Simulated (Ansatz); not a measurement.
**Is this Ca2P structure stable?**

The structure comes from a generated guess, relaxed at this level; another structure or a mixture of phases may lie lower.

Method: DFT PBE, scalar-relativistic, plane waves, PAW (Ansatz). Plane waves to 420 eV, a 12×12×12 mesh through Γ for the 3-atom cell and 0.10 eV Gaussian smearing; no spin polarisation.

```
CELL_PARAMETERS angstrom
0.00000 3.41355 3.41355
3.41355 0.00000 3.41355
3.41355 3.41355 0.00000
ATOMIC_POSITIONS crystal
Ca 0.25000 0.25000 0.25000
Ca 0.75000 0.75000 0.75000
P 0.50000 0.50000 0.50000
```

The zero of energy is the elements' standard structures at the same level; no fitted shifts are applied. The references include black phosphorus.

**Question.** These tests were run: energy against the elements; random kick, then relaxation without symmetry; phonons on a 2×2×2 q mesh; elastic tensor. What do they show?

**Answer.**

| test | result |
| --- | --- |
| energy against the elements | −0.92 eV/atom |
| random kick, then relaxation without symmetry | returns |
| phonons on a 2×2×2 q mesh | no imaginary mode on the mesh |
| elastic tensor | least eigenvalue 18 GPa |

It fails none of these tests outright. Other phases of the system weren't compared here, so this isn't yet thermodynamic stability. Undecided within the accuracy: elastic tensor.

An odd number of electrons in the primitive cell allows no gap without spin; a larger cell or a magnetic state could open one. The cell is a metal run without spin; a magnetic state may lie lower. The reference form of P is held partly by dispersion forces, which this level lacks. The kick test ran on a coarse mesh. The run for the phonons used a 12×12×12 k mesh and Fermi–Dirac smearing of 0.15 eV. The run for the elastic tensor used a 12×12×12 k mesh and Fermi–Dirac smearing of 0.15 eV.
